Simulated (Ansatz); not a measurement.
Below is a relaxed structure of AlCu₅. The cell was found from a structure generator's guess, not taken from experiment.

Computed with Ansatz 0.2.0, DFT PBE, scalar-relativistic, plane waves, PAW. Cutoff 420 eV, Γ-centred mesh, Gaussian smearing, no spin polarisation.

```
CELL_PARAMETERS angstrom
4.48974 0.00000 0.00000
-2.24487 3.88823 0.00000
0.00000 0.00000 4.23406
ATOMIC_POSITIONS crystal
Al 0.00000 0.00000 0.50000
Cu 0.66587 0.00000 0.00000
Cu 0.00000 0.66587 0.00000
Cu 0.33413 0.33413 0.00000
Cu 0.33333 0.66667 0.50000
Cu 0.66667 0.33333 0.50000
```

Formation energies are uncorrected and refer to the elements' standard structures at the same level.

(1) Find its symmetry and describe it.

(2) How far does it lie from the elements in energy?

(3) Is it a metal?

Answers

(1) P-62m (No. 189), with Al and Cu ordered on hcp sites. Conventional cell: a = 4.490 Å, c = 4.234 Å. Around Al lie 12 Cu at 2.59 Å; Cu on a site of symmetry m2m has 10 Cu at 2.59–2.60 Å and 2 Al at 2.59 Å; Cu on a site of symmetry -6 has 9 Cu at 2.59 Å and 3 Al at 2.59 Å.

(2) −0.13 eV/atom. It lies below the elements, which doesn't yet make it stable against other compounds or structures.

(3) Yes, bands cross the Fermi level on the 12×12×10 mesh.

The last run used a 12×12×10 mesh (in the run's order of axes) for its 6-atom cell and Gaussian smearing of 0.10 eV. A structure relaxed within its symmetry needn't be a true minimum.
